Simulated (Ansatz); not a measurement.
**C: a ladder of calculations**

Cell of run 1: a COD entry (the entry's cell lengths or inner coordinates differ somewhat from later room-temperature determinations), taken as it stands.

```cif
data_structure
_symmetry_space_group_name_H-M 'P 1'
_symmetry_Int_Tables_number 1
_cell_length_a 2.4700
_cell_length_b 2.4700
_cell_length_c 6.7900
_cell_angle_alpha 90.000
_cell_angle_beta 90.000
_cell_angle_gamma 120.000
_cell_volume 35.88
loop_
_atom_site_label
_atom_site_type_symbol
_atom_site_fract_x
_atom_site_fract_y
_atom_site_fract_z
_atom_site_occupancy
C1 C 0.00000 0.00000 0.00000 1
C2 C 0.00000 0.00000 0.50000 1
C3 C 0.33333 0.66667 0.00500 1
C4 C 0.66667 0.33333 0.50500 1
```

Atom numbers follow the list; atoms alike are taken as one site, whose name carries the number of the first.

Relaxed positions (PBE, cell held):

```
CELL_PARAMETERS angstrom
2.47000 0.00000 0.00000
-1.23500 2.13908 0.00000
0.00000 0.00000 6.79000
ATOMIC_POSITIONS crystal
C 0.00000 0.00000 0.00250
C 0.00000 0.00000 0.50250
C 0.33333 0.66667 0.00250
C 0.66667 0.33333 0.50250
```

All runs are DFT with Ansatz 0.2.0 (plane waves and PAW, scalar-relativistic unless spin–orbit coupling is named, Γ-centred meshes, Fermi–Dirac smearing where given) in this cell.

Run 1: PBE, atoms as given; 420 eV, 15×15×5 k-points, smearing 0.05 eV.
Run 2: PBE, atoms relaxed; 420 eV, 15×15×5 k-points, smearing 0.05 eV.
Run 3: r2SCAN, at the relaxed atoms; 500 eV, 15×15×5 k-points, smearing 0.05 eV.

(1) What does each run give, and what moves the gradients most?

Results:

(1) 

```csv
run,C1 V_zz (η),C3 V_zz (η)
1,2.36 (0.00),2.22 (0.00)
2,2.36 (0.00),2.21 (0.00)
3,2.48 (0.00),2.30 (0.00)
```

V_zz in 10²¹ V/m². Against run 1, the gradient tensors on these sites move by at most 0.01 in run 2, 0.12 in run 3 (C1). Taken one at a time, the functional (r2SCAN with its higher cutoff) moves the tensors on these sites by up to 0.13 (largest principal value of the change, on C1), the positions of the atoms (as given or relaxed) by 0.01.

Semilocal functionals make gaps too small and can close them, so the real compound need not be a metal. In runs 1, 2, 3 there is no gap above 0.1 eV, so the gradients can move by 10 % or more with the k-mesh. In run 1 the atoms aren't at the calculated equilibrium (largest force 0.57 eV/Å).
